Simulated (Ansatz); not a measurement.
Ansatz (a quantum-chemistry and plane-wave program) input:

Ansatz 0.2 input:
```yaml
crystal:
  lattice:
    - [1.5836996747, 0.9143494335, 5.1501842038]
    - [-1.5836996747, 0.9143494335, 5.1501842038]
    - [0.0, -1.828698867, 5.1501842038]
  atoms:
    - { symbol: Zn, position: [0.0, 0.0, 0.0] }
    - { symbol: Sn, position: [0.5, 0.5, 0.5] }
    - { symbol: N, position: [0.7535462005, 0.7535462005, 0.7535462005] }
    - { symbol: N, position: [0.2464537995, 0.2464537995, 0.2464537995] }
kpoints:
  mp_grid: { grid: [9, 9, 9] }
hamiltonian:
  xc: r2scan
  pseudopotentials: { kind: paw }
scf:
  occupations: { method: fixed }
output:
  optics: { e_range: [0.0, 15.0], de: 0.05, sigma: 0.1, bands: { spectra_wanted_up_to: 12 eV } }
```

Output (shortened):

```
basis.fft_grid_basis auto: the FFT boxes are laid along the combinations [[1, 0, -1], [0, 1, -1], [0, 0, 1]] of the cell's own vectors, 3.167, 3.167 and 5.465 …
output.optics: the spectra are integrated over the Brillouin zone by k·p interpolation around the k-points, where levels, occupations, output.optics.sigma and …
Pseudopotential: Zn, paw, valence charge 12
Pseudopotential: Sn, paw, valence charge 14
Pseudopotential: N, paw, valence charge 5
Functional definition: r2SCAN
Crystal: 4 atoms, lattice volume = 44.746 Å³
Basis set: ecut = 500 eV, 1105 PW (Γ), FFT grids on a1−a3, a2−a3, a3, exchange–correlation on 96×96×160 points (64 copies of the dense FFT grid, shifted against one another)
Bands: 22, of which v1, the nominal top of the filled ones, is band 18 counted from 1 (17 counted from 0)
Symmetry: 12 space group operations
Space group: R-3m (ITA 166), of the structure as read, at distance tolerance 3.6e-5 Å
k-points: 85 of 729
SCF iter   1: F=—  HF=-10133.239087 eV  |F-HF|=—  |Δ(HF+E_count)|=         —  Δρ=1.82e-2  dr2=7.65e-2  dr2_τ=1.53e-1  ethr=1.77e-3  ⟨swp⟩=5.0  Hψ=7950  notcnv=0  defer=169
preconditioner: auto → none
SCF iter   2: F=—  HF=-10133.303294 eV  |F-HF|=—  |Δ(HF+E_count)|=   6.42e-2  Δρ=5.41e-3  dr2=9.64e-3  dr2_τ=5.30e-4  ethr=2.13e-4  ⟨swp⟩=2.0  Hψ=3816  notcnv=0  defer=169
SCF iter   3: F=—  HF=-10133.300799 eV  |F-HF|=—  |Δ(HF+E_count)|=   2.49e-3  Δρ=4.51e-3  dr2=4.04e-3  dr2_τ=1.09e-4  ethr=2.68e-5  ⟨swp⟩=2.0  Hψ=2978  notcnv=0  defer=170
SCF iter   4: F=—  HF=-10133.300619 eV  |F-HF|=—  |Δ(HF+E_count)|=   1.81e-4  Δρ=1.94e-3  dr2=1.12e-3  dr2_τ=6.96e-5  ethr=1.12e-5  ⟨swp⟩=2.3  Hψ=3055  notcnv=0  defer=170
SCF iter   5: F=—  HF=-10133.300441 eV  |F-HF|=—  |Δ(HF+E_count)|=   1.78e-4  Δρ=3.18e-4  dr2=2.05e-5  dr2_τ=1.40e-6  ethr=3.11e-6  ⟨swp⟩=2.1  Hψ=3009  notcnv=0  defer=168
SCF iter   6: F=—  HF=-10133.300442 eV  |F-HF|=—  |Δ(HF+E_count)|=   6.11e-7  Δρ=8.32e-5  dr2=1.71e-6  dr2_τ=7.81e-8  ethr=5.69e-8  ⟨swp⟩=2.3  Hψ=3410  notcnv=0  defer=3
SCF iter   7: F=—  HF=-10133.300441 eV  |F-HF|=—  |Δ(HF+E_count)|=   5.77e-7  Δρ=5.48e-5  dr2=1.35e-6  dr2_τ=7.16e-8  ethr=4.76e-9  ⟨swp⟩=2.0  Hψ=2754  notcnv=0
SCF iter   8: F=—  HF=-10133.300441 eV  |F-HF|=—  |Δ(HF+E_count)|=   9.36e-8  Δρ=2.21e-5  dr2=2.93e-7  dr2_τ=1.67e-8  ethr=3.74e-9  ⟨swp⟩=2.3  Hψ=3165  notcnv=0
SCF iter  11: F=-10133.300441 eV  HF=-10133.300441 eV  |F-HF|=3.64e-12  |Δ(HF+E_count)|=  7.64e-11  Δρ=7.75e-8  dr2=1.73e-12  dr2_τ=1.36e-13  ethr=1.00e-12  ⟨swp⟩=3.6  Hψ=8322  notcnv=0
SCF 1 converged in 11 iterations: F = -10133.300441 eV  dr2 = 1.73e-12
NSCF: frozen V_eff on 85 k-points
Optics k sum: 0 of 85 k-points
Optics k sum: 5 of 85 k-points
Optics k sum: 9 of 85 k-points
Optics k sum: 13 of 85 k-points
Optics k sum: 17 of 85 k-points
Optics k sum: 22 of 85 k-points
Optics k sum: 26 of 85 k-points
Optics k sum: 30 of 85 k-points
Optics k sum: 34 of 85 k-points
Optics k sum: 39 of 85 k-points
Optics k sum: 43 of 85 k-points
Optics k sum: 47 of 85 k-points
Optics k sum: 51 of 85 k-points
Optics k sum: 56 of 85 k-points
Optics k sum: 60 of 85 k-points
Optics k sum: 64 of 85 k-points
Optics k sum: 68 of 85 k-points
Optics k sum: 73 of 85 k-points
Optics k sum: 77 of 85 k-points
Optics k sum: 81 of 85 k-points
Optics k sum: 85 of 85 k-points
Optics k sum: 0 of 85 k-points
Optics k sum: 5 of 85 k-points
Optics k sum: 9 of 85 k-points
Optics k sum: 13 of 85 k-points
Optics k sum: 17 of 85 k-points
Optics k sum: 22 of 85 k-points
Optics k sum: 26 of 85 k-points
Optics k sum: 30 of 85 k-points
Optics k sum: 34 of 85 k-points
Optics k sum: 39 of 85 k-points
Optics k sum: 43 of 85 k-points
Optics k sum: 47 of 85 k-points
Optics k sum: 51 of 85 k-points
Optics k sum: 56 of 85 k-points
Optics k sum: 60 of 85 k-points
Optics k sum: 64 of 85 k-points
Optics k sum: 68 of 85 k-points
Optics k sum: 73 of 85 k-points
Optics k sum: 77 of 85 k-points
Optics k sum: 81 of 85 k-points
Optics k sum: 85 of 85 k-points
NSCF: frozen V_eff on 1 k-points
NSCF: frozen V_eff on 1 k-points
NSCF: frozen V_eff on 1 k-points
NSCF: frozen V_eff on 1 k-points
NSCF: frozen V_eff on 1 k-points
NSCF: frozen V_eff on 1 k-points
output.optics: what the bands over the 34 summed would add to eps1, eps2 and the energy-loss function is held between a lower and an upper bound (7 Lanczos …
SCF converged after 11 iterations
Free energy (F): -10133.300441 eV
Harris-Foulkes:  -10133.300441 eV  (|F-HF|=3.64e-12)
Internal energy: -10133.300441 eV  (E = F + TS)
E sigma→0 (E₀):  -10133.300441 eV
Fermi energy:    12.688462 eV
--- Per-component energies (eV) ---
  E_band       = 82.419175
  E_kinetic    = 581.211621
  E_local      = -2322.823144  (includes V_loc(G=0)·N_el)
  E_nonlocal   = 683.518438
  E_hartree    = 1140.939053
  E_xc         = -615.426886
  E_vxc        = -323.524686  (∫ρ·V_xc dr)
  E_paw        = -6281.344346  (= ΣΔE_a)
  E_vpaw       = -836.303018  (= ΣTr[D̂ρ^β])
  E_aug_tail   = -0.000021  (compensation charges beyond the density's cutoff)
  E_vtau       = 18.461890  (kinetic-family band-sum trace: ∫τ·v_τ [+ j·A + Jᵃ·Aᵃ] dr)
  E_ewald      = -3319.868728
  E_core_change = 0.493572  (= ΣΔE_core)
  E_smearing   =  0.000000  (= −TS)
  E_closure    =  0.000000  (closes the sum)
  Σ components = -10133.300441   (vs F -10133.300441, Δ=0.00e0)
  [band-id]    e_kinetic+e_local+e_nonlocal+2·e_hartree+e_vxc+e_vpaw+e_augmentation_tail+e_vtau = 82.419187   (vs E_band 82.419175, Δ=1.27e-5)
--- Band table (eV; the first three rows and the last of 85) ---
  k-point 0: bands = ["-9.0235", "-9.0235", "-9.0135", "-8.8242", "-8.8242", "-4.6956", "-1.9865", "4.9030", "6.5673", "6.5673", "6.8877", "6.8877", "7.1729", "11.6907", "11.6907", "11.8809", "12.5244", "12.5244", "13.9058", "16.7567", "21.6987", "21.7321"]
  k-point 1: bands = ["-9.0561", "-8.9918", "-8.9867", "-8.8589", "-8.8296", "-4.5047", "-1.8297", "5.0891", "6.5259", "6.5884", "6.8580", "6.8768", "7.1958", "10.5679", "11.3521", "11.5719", "12.0326", "12.3285", "15.1240", "17.6282", "19.9797", "22.1771"]
  k-point 2: bands = ["-9.1559", "-8.9444", "-8.9167", "-8.9006", "-8.8367", "-3.9432", "-1.4419", "5.4709", "6.4997", "6.5959", "6.7473", "6.8975", "7.3367", "8.9235", "9.6103", "11.2325", "11.9380", "11.9410", "16.8409", "17.8793", "19.8909", "22.4687"]
  k-point 84: bands = ["-9.0563", "-8.9915", "-8.9852", "-8.8596", "-8.8292", "-4.0832", "-2.6175", "6.2405", "6.4331", "6.5837", "6.8400", "6.8730", "7.9845", "8.7735", "10.9863", "11.4067", "11.8462", "12.4996", "17.0251", "17.7325", "21.0309", "21.6066"]
```

Cost: around 3 core-minutes (rough) on shared cores.

The start of the workflow was typed in or built on a structure type; neither database checked (COD, Materials Project) lists it. Its standing as an ambient phase is unchecked. Symmetry was held in the r²SCAN relaxation; its stability against distortions is not shown here. Its formation energy is positive at this level, so the cell may be metastable or incomplete. Spin–orbit coupling is left out wherever it is not named.

Potentials: the later of the program's two PAW sets.

Ansatz is a plane-wave DFT program.
